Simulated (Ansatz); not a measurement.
# Ir₂Rh: rattling a relaxed structure

It was reached by relaxing an invented guess, and it needn't be the stable form of this composition.

Level of theory: DFT PBE, scalar-relativistic, plane waves, PAW in Ansatz 0.2.0. Settings: cutoff 420 eV, Γ-centred mesh 18×18×4 on the computed 6-atom cell, Gaussian smearing of 0.10 eV; no spin polarisation.

The cell below (6 atoms, space group P6_3/mmc (No. 194)) is relaxed within its symmetry.

```
Ir Rh
1.0
     2.73984    0.00000    0.00000
    -1.36992    2.37277    0.00000
     0.00000    0.00000   13.28790
Ir Rh
4 2
Direct
  0.33333 0.66667 0.08291
  0.33333 0.66667 0.41709
  0.66667 0.33333 0.58291
  0.66667 0.33333 0.91709
  0.33333 0.66667 0.75000
  0.66667 0.33333 0.25000
```

For the test a repeat of it with 12 atoms (edges 2.74, 4.75, 13.29 Å) was strained at random (σ = 1.5 % a component), the atoms were moved at random (σ = 0.10 Å), and all was relaxed again on a coarse 8×6×2 mesh (in the run’s order of axes) with 0.20 eV smearing, with no symmetry imposed.

Spin–orbit coupling, which can matter for Ir, is left out.

**Question.** What happens?

**Answer.** It returns, within 1 meV/atom of the unmoved cell on that mesh and with the same symmetry when read at 0.1 Å. No instability shows in this cell; modes of other wave vectors, which need another repeat, aren't tested.
